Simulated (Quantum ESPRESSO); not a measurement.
AlSi2FO5, finding a planted mistake in a log

Computed values, not a measurement. The program is pw.x of Quantum ESPRESSO 7.5 (plane-wave density functional theory). The cell is made up: 9 atoms on a quartz lattice, with randomly drawn elements, strain and displacements, not relaxed. PseudoDojo standard norm-conserving files (v0.5 for PBE, v0.4.1 for LDA and PBEsol) set the functional; there is no spin polarisation, spin-orbit coupling or dispersion term, and the masses in the input are unused placeholders.

Intended input:

```
&control calculation='scf', pseudo_dir='./dojo.nc.sr.pbe.v0_5.standard.upf', outdir='./o', disk_io='low', tprnfor=.true., tstress=.true. /
&system ibrav=0, nat=9, ntyp=4, nbnd=30, ecutwfc=84.00895049, nosym=.true., tot_charge=0,
 occupations='smearing', smearing='fd', degauss=0.0018374661
/
&electrons conv_thr=7.350e-09, electron_maxstep=60, /
ATOMIC_SPECIES
Al 1.0 Al.upf
F 1.0 F.upf
O 1.0 O.upf
Si 1.0 Si.upf
CELL_PARAMETERS angstrom
4.9859 0.0352 -0.0297
-2.4625 4.2916 -0.0424
-0.0326 -0.0726 5.4903
ATOMIC_POSITIONS angstrom
Al 2.1976 -0.0869 3.6967
Si -1.0442 2.1304 1.7425
Si 1.3627 2.2137 0.0678
F 1.3599 1.1314 4.3
O 3.3369 0.5056 2.6139
O 2.8371 2.4719 0.4604
O 0.2777 1.9293 1.1306
O -1.0384 3.0329 3.0557
O 0.8575 3.7138 4.6542
K_POINTS automatic
5 5 4 1 1 1
```

The log is shortened where brackets say so; the opening notice, blank lines, dates and the lines on written files are dropped, and the path of the files is cut. It prints rydbergs, bohrs and kilobars, and counts compression as positive stress. Where no state is partly filled, the Fermi energy that it prints is only some level between the filled and the empty states on the mesh, and need not lie in the true gap.

Log of the intended run:

```
     Program PWSCF v.7.5
     Parallel version (MPI & OpenMP), running on       4 processor cores
     Number of MPI processes:                 4
     Threads/MPI process:                     1
     [start-up lines left out]
     bravais-lattice index     =            0
     lattice parameter (alat)  =       9.4224  a.u.
     unit-cell volume          =     795.8295 (a.u.)^3
     number of atoms/cell      =            9
     number of atomic types    =            4
     number of electrons       =        48.00
     number of Kohn-Sham states=           30
     kinetic-energy cutoff     =      84.0090  Ry
     charge density cutoff     =     336.0358  Ry
     scf convergence threshold =      7.3E-09
     mixing beta               =       0.7000
     number of iterations used =            8  plain     mixing
     Exchange-correlation= PBE
                           (   1   4   3   4   0   0   0)
     [axes and pseudopotential details left out]
   Cartesian axes
     site n.     atom                  positions (alat units)
         1        Al     tau(   1) = (   0.4407441  -0.0174284   0.7413992  )
         2        Si     tau(   2) = (  -0.2094217   0.4272667   0.3494706  )
         3        Si     tau(   3) = (   0.2732991   0.4439731   0.0135978  )
         4        F      tau(   4) = (   0.2727375   0.2269102   0.8623953  )
         5        O      tau(   5) = (   0.6692388   0.1014016   0.5242360  )
         6        O      tau(   6) = (   0.5690004   0.4957569   0.0923365  )
         7        O      tau(   7) = (   0.0556947   0.3869347   0.2267498  )
         8        O      tau(   8) = (  -0.2082584   0.6082694   0.6128421  )
         9        O      tau(   9) = (   0.1719777   0.7448287   0.9334326  )
     number of k points=    50  Fermi-Dirac smearing, width (Ry)=  0.0018
                       cart. coord. in units 2pi/alat
        k(    1) = (   0.0994664   0.1744066   0.1164178), wk =   0.0400000
        k(    2) = (   0.1007979   0.1774142   0.3435074), wk =   0.0400000
     [further k points left out]
     Dense  grid:    82831 G-vectors     FFT dimensions: (  60,  60,  64)
     Estimated max dynamical RAM per process >     170.06 MB
     Estimated total dynamical RAM >     619.59 MB
     Initial potential from superposition of free atoms
     starting charge      47.9963, renormalised to      48.0000
     Starting wfcs are   36 randomized atomic wfcs
     total cpu time spent up to now is        2.7 secs
     per-process dynamical memory:   130.5 Mb
     Self-consistent Calculation
     iteration #  1     ecut=    84.01 Ry     beta= 0.70
     Davidson diagonalization with overlap
     ethr =  1.00E-02,  avg # of iterations =  3.0
     total cpu time spent up to now is        7.3 secs
     total energy              =    -235.48010520 Ry
     estimated scf accuracy    <       2.87039643 Ry
     iteration #  2     ecut=    84.01 Ry     beta= 0.70
     Davidson diagonalization with overlap
     ethr =  5.98E-03,  avg # of iterations =  2.1
     total cpu time spent up to now is       11.6 secs
     total energy              =    -235.99646597 Ry
     estimated scf accuracy    <       3.18587573 Ry
     [iterations 3 to 10 left out]
     iteration # 11     ecut=    84.01 Ry     beta= 0.70
     Davidson diagonalization with overlap
     ethr =  5.47E-10,  avg # of iterations =  2.0
     total cpu time spent up to now is       48.4 secs
     total energy              =    -236.70309195 Ry
     estimated scf accuracy    <       0.00000004 Ry
     iteration # 12     ecut=    84.01 Ry     beta= 0.70
     Davidson diagonalization with overlap
     ethr =  8.82E-11,  avg # of iterations =  2.0
     total cpu time spent up to now is       52.2 secs
     End of self-consistent calculation
     [lines on levels left out]
     the Fermi energy is     5.6318 ev
!    total energy              =    -236.70309196 Ry
     estimated scf accuracy    <          3.0E-09 Ry
     smearing contrib. (-TS)   =       0.00000000 Ry
     internal energy E=F+TS    =    -236.70309196 Ry
     The total energy is F=E-TS. E is the sum of the following terms:
     one-electron contribution =    -120.36271798 Ry
     hartree contribution      =      85.78787182 Ry
     xc contribution           =     -62.40830258 Ry
     ewald contribution        =    -139.71994322 Ry
     convergence has been achieved in  12 iterations
     Forces acting on atoms (cartesian axes, Ry/au):
     atom    1 type  1   force =     0.18273417    0.09569846   -0.08380427
     atom    2 type  4   force =    -0.36669192   -0.14608030    0.22788098
     atom    3 type  4   force =    -0.04667209    0.30291056   -0.13338219
     atom    4 type  2   force =    -0.12785564    0.09384055    0.05111203
     atom    5 type  3   force =     0.07624744    0.19153065   -0.18742826
     atom    6 type  3   force =     0.10290539   -0.00595962    0.07122795
     atom    7 type  3   force =     0.20759984   -0.08855304   -0.07074205
     atom    8 type  3   force =    -0.19286070   -0.20771855   -0.15786323
     atom    9 type  3   force =     0.16459353   -0.23566871    0.28299904
     Total force =     0.902245     Total SCF correction =     0.000085
     Computing stress (Cartesian axis) and pressure
          total   stress  (Ry/bohr**3)                   (kbar)     P=      181.30
   0.00206431  -0.00003309  -0.00014408          303.67       -4.87      -21.19
  -0.00003309   0.00057516   0.00108834           -4.87       84.61      160.10
  -0.00014408   0.00108834   0.00105789          -21.19      160.10      155.62
     init_run     :      2.52s CPU      2.62s WALL (       1 calls)
     electrons    :     49.12s CPU     49.54s WALL (       1 calls)
     forces       :      0.82s CPU      0.82s WALL (       1 calls)
     stress       :      2.66s CPU      2.66s WALL (       1 calls)
     [timing details left out]
     PWSCF        :     55.20s CPU     55.77s WALL
     JOB DONE.
```

A second run was made from an input with one planted mistake. Its log:

```
     Program PWSCF v.7.5
     Parallel version (MPI & OpenMP), running on       4 processor cores
     Number of MPI processes:                 4
     Threads/MPI process:                     1
     [start-up lines left out]
     bravais-lattice index     =            0
     lattice parameter (alat)  =       9.2980  a.u.
     unit-cell volume          =     764.7329 (a.u.)^3
     number of atoms/cell      =            9
     number of atomic types    =            4
     number of electrons       =        48.00
     number of Kohn-Sham states=           30
     kinetic-energy cutoff     =      84.0090  Ry
     charge density cutoff     =     336.0358  Ry
     scf convergence threshold =      7.3E-09
     mixing beta               =       0.7000
     number of iterations used =            8  plain     mixing
     Exchange-correlation= PBE
                           (   1   4   3   4   0   0   0)
     [axes and pseudopotential details left out]
   Cartesian axes
     site n.     atom                  positions (alat units)
         1        Al     tau(   1) = (   0.4407446  -0.0174379   0.7413964  )
         2        Si     tau(   2) = (  -0.2094177   0.4272699   0.3494699  )
         3        Si     tau(   3) = (   0.2732958   0.4439761   0.0135967  )
         4        F      tau(   4) = (   0.2727267   0.2269166   0.8623848  )
         5        O      tau(   5) = (   0.6692465   0.1013961   0.5242353  )
         6        O      tau(   6) = (   0.5690089   0.4957615   0.0923316  )
         7        O      tau(   7) = (   0.0556876   0.3869269   0.2267540  )
         8        O      tau(   8) = (  -0.2082593   0.6082747   0.6128476  )
         9        O      tau(   9) = (   0.1719810   0.7448312   0.9334372  )
     number of k points=    50  Fermi-Dirac smearing, width (Ry)=  0.0018
                       cart. coord. in units 2pi/alat
        k(    1) = (   0.0994675   0.1744046   0.1164179), wk =   0.0400000
        k(    2) = (   0.1007987   0.1774098   0.3435092), wk =   0.0400000
     [further k points left out]
     Dense  grid:    79507 G-vectors     FFT dimensions: (  60,  54,  60)
     Estimated max dynamical RAM per process >     161.76 MB
     Estimated total dynamical RAM >     588.82 MB
     Initial potential from superposition of free atoms
     starting charge      47.9963, renormalised to      48.0000
     Starting wfcs are   36 randomized atomic wfcs
     total cpu time spent up to now is        2.4 secs
     per-process dynamical memory:   125.8 Mb
     Self-consistent Calculation
     iteration #  1     ecut=    84.01 Ry     beta= 0.70
     Davidson diagonalization with overlap
     ethr =  1.00E-02,  avg # of iterations =  3.0
     total cpu time spent up to now is        6.8 secs
     total energy              =    -235.43852869 Ry
     estimated scf accuracy    <       2.90224016 Ry
     iteration #  2     ecut=    84.01 Ry     beta= 0.70
     Davidson diagonalization with overlap
     ethr =  6.05E-03,  avg # of iterations =  2.0
     total cpu time spent up to now is       10.9 secs
     total energy              =    -236.02421423 Ry
     estimated scf accuracy    <       2.87206844 Ry
     [iterations 3 to 10 left out]
     iteration # 11     ecut=    84.01 Ry     beta= 0.70
     Davidson diagonalization with overlap
     ethr =  3.42E-10,  avg # of iterations =  2.0
     total cpu time spent up to now is       45.1 secs
     total energy              =    -236.65572007 Ry
     estimated scf accuracy    <       0.00000002 Ry
     iteration # 12     ecut=    84.01 Ry     beta= 0.70
     Davidson diagonalization with overlap
     ethr =  3.97E-11,  avg # of iterations =  2.0
     total cpu time spent up to now is       48.7 secs
     End of self-consistent calculation
     [lines on levels left out]
     the Fermi energy is     6.2283 ev
!    total energy              =    -236.65572007 Ry
     estimated scf accuracy    <          2.4E-09 Ry
     smearing contrib. (-TS)   =       0.00000000 Ry
     internal energy E=F+TS    =    -236.65572007 Ry
     The total energy is F=E-TS. E is the sum of the following terms:
     one-electron contribution =    -117.27721852 Ry
     hartree contribution      =      84.84496780 Ry
     xc contribution           =     -62.63337381 Ry
     ewald contribution        =    -141.59009555 Ry
     convergence has been achieved in  12 iterations
     Forces acting on atoms (cartesian axes, Ry/au):
     atom    1 type  1   force =     0.18383052    0.11318754   -0.08581543
     atom    2 type  4   force =    -0.40614105   -0.16029695    0.23993179
     atom    3 type  4   force =    -0.05367531    0.31843800   -0.15036573
     atom    4 type  2   force =    -0.14678142    0.10230174    0.04438055
     atom    5 type  3   force =     0.09170407    0.20078880   -0.20888727
     atom    6 type  3   force =     0.12939471    0.00356118    0.07082745
     atom    7 type  3   force =     0.23331898   -0.10548097   -0.06830856
     atom    8 type  3   force =    -0.22151577   -0.22730604   -0.15310641
     atom    9 type  3   force =     0.18986528   -0.24519329    0.31134359
     Total force =     0.982192     Total SCF correction =     0.000069
     Computing stress (Cartesian axis) and pressure
          total   stress  (Ry/bohr**3)                   (kbar)     P=      269.44
   0.00283108  -0.00001524  -0.00017960          416.47       -2.24      -26.42
  -0.00001524   0.00101407   0.00123136           -2.24      149.18      181.14
  -0.00017960   0.00123136   0.00164978          -26.42      181.14      242.69
     init_run     :      2.28s CPU      2.39s WALL (       1 calls)
     electrons    :     45.79s CPU     46.23s WALL (       1 calls)
     forces       :      0.78s CPU      0.80s WALL (       1 calls)
     stress       :      2.55s CPU      2.55s WALL (       1 calls)
     [timing details left out]
     PWSCF        :     51.47s CPU     52.10s WALL
     JOB DONE.
```

Question: what was wrong in the second input?

Answer: the cell and the positions are scaled by a wrong factor. The input lines that differ, file-writing options aside:

```
- 4.9859 0.0352 -0.0297
+ 4.9201 0.0347 -0.0293
- -2.4625 4.2916 -0.0424
+ -2.43 4.235 -0.0418
- -0.0326 -0.0726 5.4903
+ -0.0322 -0.0716 5.4178
- Al 2.1976 -0.0869 3.6967
+ Al 2.1686 -0.0858 3.6479
- Si -1.0442 2.1304 1.7425
+ Si -1.0304 2.1023 1.7195
- Si 1.3627 2.2137 0.0678
+ Si 1.3447 2.1845 0.0669
- F 1.3599 1.1314 4.3
+ F 1.3419 1.1165 4.2432
- O 3.3369 0.5056 2.6139
+ O 3.2929 0.4989 2.5794
- O 2.8371 2.4719 0.4604
+ O 2.7997 2.4393 0.4543
- O 0.2777 1.9293 1.1306
+ O 0.274 1.9038 1.1157
- O -1.0384 3.0329 3.0557
+ O -1.0247 2.9929 3.0154
- O 0.8575 3.7138 4.6542
+ O 0.8462 3.6648 4.5928
```

|  | intended run | run with the mistake |
| --- | --- | --- |
| free energy (eV) | -3220.510 | -3219.865 |
| smearing term -TS (eV) | 0.0000 | 0.0000 |
| pressure (GPa) | 18.13 | 26.94 |
| largest force component (eV/Å) | 9.428 | 10.442 |
| largest change of a force component (eV/Å) |  | 1.014 |
| iterations | 12 | 12 |

For scale, a rerun of the intended cell at a cutoff of 1437 eV and k mesh 7 x 7 x 6 moved values by no more than 0.003 eV in energy, 0.02 GPa in stress and 0.002 eV/Å in force.